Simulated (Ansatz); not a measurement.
## LiGaI$_{2}$: relaxed-ion elastic tensor

Computed with DFT PBE, scalar-relativistic, plane waves, PAW (Ansatz 0.2.0). Plane waves to 420 eV; Γ-centred k mesh 6×6×6; fixed occupations. No spin polarisation.

The cell, relaxed at this level:
```yaml
crystal:
  lattice:
    - [2.22421, 1.28415, 7.49446]
    - [-2.22421, 1.28415, 7.49446]
    - [0.00000, -2.56829, 7.49446]
  atoms:
    - { symbol: Li, position: [0.50000, 0.50000, 0.50000] }
    - { symbol: Ga, position: [0.00000, 0.00000, 0.00000] }
    - { symbol: I, position: [0.75926, 0.75926, 0.75926] }
    - { symbol: I, position: [0.24074, 0.24074, 0.24074] }
```

The structure comes from a generated guess, relaxed at this level; another structure or a mixture of phases may lie lower. Spin–orbit coupling is left out, which matters for heavy elements.

Problem. Give the relaxed-ion elastic constants (GPa, Voigt order xx yy zz yz xz xy, on the Cartesian axes of the cell above).

Solution.
```
26.4 12.6 13.1  0.9  0.0  0.0
12.6 26.4 13.1 -0.9  0.0  0.0
13.1 13.1 31.2  0.0  0.0  0.0
 0.9 -0.9  0.0 11.2  0.0  0.0
 0.0  0.0  0.0  0.0 11.2  0.9
 0.0  0.0  0.0  0.0  0.9  6.9
```

Problem. Is the crystal stable against homogeneous strain?

Solution. Yes: the least eigenvalue of the tensor is 6.7 GPa.

Problem. And the moduli of a polycrystal (Hill averages)?

Solution. B = 18 GPa, G = 9 GPa, E = 22 GPa, ν = 0.29.
